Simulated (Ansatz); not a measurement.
PtSe2 (CdI2 type)

```xyz
6
Lattice="7.5448 0.0000 0.0000 -1.8862 3.2670 0.0000 0.0000 0.0000 4.8183" Properties=species:S:1:pos:R:3 pbc="T T T"
Pt     0.0000     0.0000     0.0000
Pt     3.7724     0.0000     0.0000
Se     1.8862     1.0890     1.2796
Se     5.6586     1.0890     1.2796
Se     0.0000     2.1780     3.5388
Se     3.7724     2.1780     3.5388
```

In this cell atom 3 (Se, nearest neighbour Pt at 2.526 Å; its periodic images, 3.8 Å or more away, move with it) is moved by s along Cartesian [110], unit vector (0.707, 0.707, 0.000); all other atoms and the cell stay fixed.

These are PBE-D3(BJ) (plane waves to 420 eV, PAW, scalar-relativistic; Ansatz, an electronic-structure program) values and carry that method's errors. k mesh 11×11×8 (Γ-centred), Fermi-Dirac smearing 0.05 eV. E stands for the smeared free energy. With partly filled bands, energies and forces of such displacements shift with the k mesh and the smearing. PtSe2 is run without spin polarisation. PtSe2 was relaxed with its symmetry unable to fall. Spin-orbit coupling is left out, though Pt is heavy. ΔE is measured from the undisplaced structure.

The scan covers s from -0.510 to 0.510 Å in 11 points.

### Question
Is the energy the same for displacements of ±0.510 Å, and if not, which side lies higher?

### Answer
Not even: the negative side lies higher at ±0.510 Å. With its periodic images moving along, the atom's site symmetry in this cell is m.

### Question
What is the energy change at s = 0.510 Å?

### Answer
971 meV/cell.

(A displaced cell: forces are minus the slopes of the energy, force constants its curvatures, and phonons follow from these.)
